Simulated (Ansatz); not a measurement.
**CsCu2I3: the gap from level to level**

A database entry relaxed whole under r2SCAN at zero pressure (Cmcm, No. 63):

```xyz
12
Lattice="5.0827 -6.7089 0.0000 5.0827 6.7089 0.0000 0.0000 0.0000 6.2938" Properties=species:S:1:pos:R:3 pbc="T T T"
Cs    5.0827    2.2023    1.5734
Cs    5.0827   -2.2023    4.7203
Cu    8.8607    0.0000    0.0000
Cu    1.3047    0.0000    3.1469
Cu    1.3047    0.0000    0.0000
Cu    8.8607    0.0000    3.1469
I     5.0827   -5.0215    1.5734
I     5.0827    5.0215    4.7203
I     7.3611   -1.5002    1.5734
I     2.8044    1.5002    4.7203
I     7.3611    1.5002    4.7203
I     2.8044   -1.5002    1.5734
```

Its volume is 35.77 Å³ an atom, +1.3 % against the entry's 35.30, a cell as deposited in COD (2023).

Single points on this cell with plane-wave PAW DFT (Ansatz 0.2.0; r2SCAN 500 eV, hybrids 420 eV; fermi-dirac occupations of width 0.020 eV; no moments): r2SCAN on a 4×4×6 Γ-centred mesh; r2SCAN with spin-orbit coupling on a 4×4×4 Γ-centred mesh; HSE06 on a 2×2×4 Γ-centred mesh; PBE0 on a 2×2×4 Γ-centred mesh.

**Question.** How do gap, pressure and charges move from level to level?

**Answer.** The runs give:

```json
{"level": "r2SCAN", "gap (eV), or kind": "2.36", "pressure (GPa)": "0.0", "Bader charge of Cs (e)": "+0.85", "Bader charge of Cu (e)": "+0.37", "Bader charge of I (e)": "-0.53"}
{"level": "r2SCAN with spin-orbit coupling", "gap (eV), or kind": "2.30", "pressure (GPa)": "0.0", "Bader charge of Cs (e)": "+0.85", "Bader charge of Cu (e)": "+0.37", "Bader charge of I (e)": "-0.53"}
{"level": "HSE06", "gap (eV), or kind": "3.21", "pressure (GPa)": "0.8", "Bader charge of Cs (e)": "+0.85", "Bader charge of Cu (e)": "+0.36", "Bader charge of I (e)": "-0.53"}
{"level": "PBE0", "gap (eV), or kind": "3.90", "pressure (GPa)": "0.7", "Bader charge of Cs (e)": "+0.85", "Bader charge of Cu (e)": "+0.36", "Bader charge of I (e)": "-0.52"}
```

Under r2SCAN the gap is 2.36 eV, over mesh and band path. HSE06 moves it by +0.86 eV and PBE0 by +1.55 eV; PBE0 keeps its exact exchange at long range, which widens the gap over HSE06's by 0.69 eV on their common mesh. Spin-orbit coupling moves the r2SCAN gap by -0.06 eV.

Caveats: the relaxation kept the start's symmetry; HSE06 is read on its mesh and at the zone's corners, PBE0 on its mesh alone; hybrid pressures are good to a few tenths of a GPa; pressure is positive in compression.
